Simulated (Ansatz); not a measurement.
antiNiAs-structured NdSb

Method: PBEsol, scalar-relativistic; collinear spin; PAW, 420 eV, Γ-centred 8×8×6 mesh, 0.05 eV Gaussian smearing; code Ansatz; PAW files: Ansatz's generated set soft_2.

```cif
data_structure
_symmetry_space_group_name_H-M 'P6_3/mmc'
_symmetry_Int_Tables_number 194
_cell_length_a 4.5978
_cell_length_b 4.5978
_cell_length_c 6.9315
_cell_angle_alpha 90.000
_cell_angle_beta 90.000
_cell_angle_gamma 120.000
_cell_volume 126.90
loop_
_atom_site_label
_atom_site_type_symbol
_atom_site_symmetry_multiplicity
_atom_site_Wyckoff_symbol
_atom_site_fract_x
_atom_site_fract_y
_atom_site_fract_z
_atom_site_occupancy
Nd1 Nd 2 c 0.33333 0.66667 0.25000 1
Sb1 Sb 2 a 0.00000 0.00000 0.00000 1
```

This is a trial structure; measured cells of the compound in the Crystallography Open Database are in space group Fm-3m (rock salt).

Magnetic state: ferromagnetic, site spin moments Nd 3.32 μB.

**Question.** Which orbitals carry the states at the Fermi level, and how many states are there?

**Answer.** Within 0.1 eV of it: Nd 4f 89 %, Nd 5d 9 % (shares among the projected shells). The Fermi level sits on a steep edge: the density of states is 2.9, 15.7 and 25.7 states/eV per cell at −0.1, 0 and +0.1 eV.

Density of states (tetrahedra, averaged over 0.4 eV; states/eV per cell of 4 atoms; energy in eV from the Fermi level; projections on Löwdin-orthogonalised atomic orbitals, summed over sites):

| E | total | Nd 4f up | Nd 4f down | Sb 5p | Nd 5d up | Nd 5d down |
| --- | --- | --- | --- | --- | --- | --- |
| -4.45 | 0.0 | 0.0 | 0.0 | 0.0 | 0.0 | 0.0 |
| -4.05 | 0.3 | 0.0 | 0.0 | 0.2 | 0.1 | 0.0 |
| -3.65 | 1.3 | 0.0 | 0.0 | 0.8 | 0.2 | 0.1 |
| -3.25 | 2.0 | 0.0 | 0.0 | 1.2 | 0.3 | 0.2 |
| -2.85 | 3.8 | 0.0 | 0.0 | 2.3 | 0.5 | 0.4 |
| -2.45 | 2.6 | 0.0 | 0.0 | 1.5 | 0.3 | 0.3 |
| -2.05 | 3.5 | 0.1 | 0.0 | 2.0 | 0.7 | 0.4 |
| -1.65 | 7.8 | 0.4 | 0.1 | 4.6 | 1.4 | 1.1 |
| -1.25 | 4.6 | 0.3 | 0.1 | 2.8 | 0.3 | 0.9 |
| -0.85 | 1.1 | 0.3 | 0.0 | 0.4 | 0.2 | 0.2 |
| -0.45 | 13.1 | 11.9 | 0.0 | 0.3 | 0.6 | 0.2 |
| -0.05 | 13.8 | 12.2 | 0.0 | 0.4 | 0.8 | 0.3 |
| 0.35 | 9.4 | 7.8 | 0.0 | 0.4 | 0.5 | 0.5 |
| 0.75 | 2.8 | 1.2 | 0.3 | 0.3 | 0.3 | 0.6 |
| 1.15 | 3.1 | 0.3 | 0.6 | 0.6 | 0.8 | 0.7 |
| 1.55 | 7.8 | 0.2 | 5.3 | 0.4 | 0.9 | 0.8 |
| 1.95 | 14.8 | 0.1 | 12.4 | 0.3 | 1.1 | 0.8 |
| 2.35 | 12.7 | 0.0 | 9.2 | 0.4 | 1.6 | 1.1 |
| 2.75 | 10.0 | 0.0 | 5.4 | 0.5 | 2.4 | 1.0 |
| 3.15 | 6.2 | 0.0 | 0.6 | 0.5 | 2.2 | 2.0 |
| 3.55 | 5.5 | 0.0 | 0.2 | 0.5 | 1.4 | 2.3 |
| 3.95 | 4.7 | 0.0 | 0.1 | 0.6 | 1.0 | 1.8 |

Without a U the open 4f shell is pinned at the Fermi level, an artefact: in the real crystal it splits into occupied and empty levels away from it, and its large orbital moment is missing here. No spin–orbit coupling, a notable omission for heavy elements. The run wasn't fully tested for a lower electronic state. Site moments are of spin, integrated over atomic spheres. No antiparallel order was tried.

The state of the open shells isn't shown to be the lowest, and forces and pressures are less sure for it.
